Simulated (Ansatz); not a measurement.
Several occupations of a fcc lattice at one composition, 2 Ag, 1 Rh, 6 Ir, 3 Cu. Sites, in fractions of the cell -3.860 -3.860 0.000; 0.000 3.860 3.860; -3.860 3.860 -3.860 Å:

| cell | sites |
| --- | --- |
| all | Ir (0.00 0.50 0.00), Ir (0.50 0.50 0.00), Ir (0.83 0.17 0.67) |
| 1 | Ag (0.17 0.33 0.33), Ag (0.33 0.17 0.67), Cu (0.17 0.83 0.33), Cu (0.67 0.83 0.33), Cu (0.83 0.67 0.67), Ir (0.33 0.67 0.67), Ir (0.50 0.00 0.00), Ir (0.67 0.33 0.33), Rh (0.00 0.00 0.00) |
| 2 | Ag (0.17 0.33 0.33), Ag (0.83 0.67 0.67), Cu (0.33 0.17 0.67), Cu (0.33 0.67 0.67), Cu (0.67 0.33 0.33), Ir (0.00 0.00 0.00), Ir (0.50 0.00 0.00), Ir (0.67 0.83 0.33), Rh (0.17 0.83 0.33) |
| 3 | Ag (0.00 0.00 0.00), Ag (0.50 0.00 0.00), Cu (0.17 0.33 0.33), Cu (0.33 0.17 0.67), Cu (0.67 0.33 0.33), Ir (0.17 0.83 0.33), Ir (0.33 0.67 0.67), Ir (0.67 0.83 0.33), Rh (0.83 0.67 0.67) |

Each was relaxed without symmetry on coarser meshes and computed once more. The calculation used Ansatz, DFT PBE, scalar-relativistic, plane waves, PAW.

Plane waves to 420 eV, a k mesh through Γ of 7×7×5 on the computed 12-atom cell and Gaussian smearing (0.10 eV); no spin polarisation.

Warren–Cowley parameters of the first shell of the sublattice with most elements (negative: unlike neighbours preferred):
```json
{"cell": "1", "Cu-Ir": "0.00", "Ag-Ir": "-0.08", "Ir-Rh": "-0.17", "Ag-Cu": "-0.17", "Cu-Rh": "0.00", "Ag-Rh": "0.00"}
{"cell": "2", "Cu-Ir": "0.06", "Ag-Ir": "0.00", "Ir-Rh": "0.17", "Ag-Cu": "-0.50", "Cu-Rh": "-0.33", "Ag-Rh": "-0.50"}
{"cell": "3", "Cu-Ir": "-0.17", "Ag-Ir": "-0.25", "Ir-Rh": "-0.33", "Ag-Cu": "0.33", "Cu-Rh": "0.00", "Ag-Rh": "0.50"}
```

**Question.** Which occupation is lowest in energy, and by how much?

**Answer.** Cell 2.
```csv
cell,E − E(lowest) (meV/atom),V (Å³/atom)
2,0.0,14.43
1,18.0,14.43
3,47.0,14.48
```

The final mesh leaves forces up to 0.16 eV/Å and stresses up to 0.4 GPa: the relaxation ran on a coarser mesh, so the cell's shape, its bonds and its energy belong partly to that mesh.

Spin–orbit coupling is left out, which can shift energies with elements as heavy as these.

Cost: 6 runs of about 13 core-minutes in all (earlier runs that led there not counted), on Intel Xeon Platinum 8559C (Emerald Rapids) (shared hosts).